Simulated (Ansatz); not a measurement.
## Energy against volume for Cs2SnI6 (K2PtCl6 type, space group Fm-3m)

Cs2SnI6 (K2PtCl6 type, space group Fm-3m)

```yaml
crystal:
  lattice:
    - [0.00000, 6.01654, 6.01654]
    - [6.01654, 0.00000, 6.01654]
    - [6.01654, 6.01654, 0.00000]
  atoms:
    - { symbol: Cs, position: [0.25000, 0.25000, 0.25000] }
    - { symbol: Cs, position: [0.75000, 0.75000, 0.75000] }
    - { symbol: Sn, position: [0.00000, 0.00000, 0.00000] }
    - { symbol: I, position: [0.75807, 0.24193, 0.24193] }
    - { symbol: I, position: [0.24193, 0.75807, 0.75807] }
    - { symbol: I, position: [0.24193, 0.75807, 0.24193] }
    - { symbol: I, position: [0.75807, 0.24193, 0.75807] }
    - { symbol: I, position: [0.24193, 0.24193, 0.75807] }
    - { symbol: I, position: [0.75807, 0.75807, 0.24193] }
```

This relaxed cell (volume V₀) is scaled evenly in all directions, its shape held. The atoms relax within the cell's symmetry.

Level of theory: PBE (plane waves to 420 eV, PAW, scalar-relativistic; Ansatz, a program for electronic structure). k mesh 5×5×5 (Γ-centred), Fermi-Dirac smearing 0.05 eV. Energies are smeared free energies. Compression counts positive. Cs2SnI6 was relaxed with its symmetry unable to fall. Spin-orbit coupling is left out, though I is heavy. The relaxed volume of Cs2SnI6 is well above the measured one; the method has no dispersion term. The zero of ΔE is the relaxed starting cell.

| V/V₀ | ΔE (eV/atom) | P (GPa) |
|---|---|---|
| 0.840 | 0.044 | 2.3 |
| 0.872 | 0.025 | 1.6 |
| 0.904 | 0.013 | 1.0 |
| 0.936 | 0.005 | 0.6 |
| 0.968 | 0.001 | 0.3 |
| 1.000 | 0.000 | 0.0 |
| 1.032 | 0.001 | -0.2 |
| 1.064 | 0.003 | -0.4 |
| 1.096 | 0.007 | -0.5 |
| 1.128 | 0.012 | -0.5 |
| 1.160 | 0.018 | -0.6 |

Summary:

| Property | Result |
|---|---|
| Pressure at the smallest volume | 2.3 GPa |
| Energy cost of the largest compression | 44 meV/atom |
| Energy cost of the largest expansion | 18 meV/atom |
| Bulk modulus B₀ (third-order Birch-Murnaghan fit) | 7.0 GPa |
| Pressure derivative B₀′ (fit) | 7.3 |
| Equilibrium volume of the fit | 48.44 Å³/atom |
| Pressure for 5 % compression (fit) | 0.4 GPa |

(A scan under strain: stresses follow from slopes of the energy per volume, elastic moduli from its curvatures.)
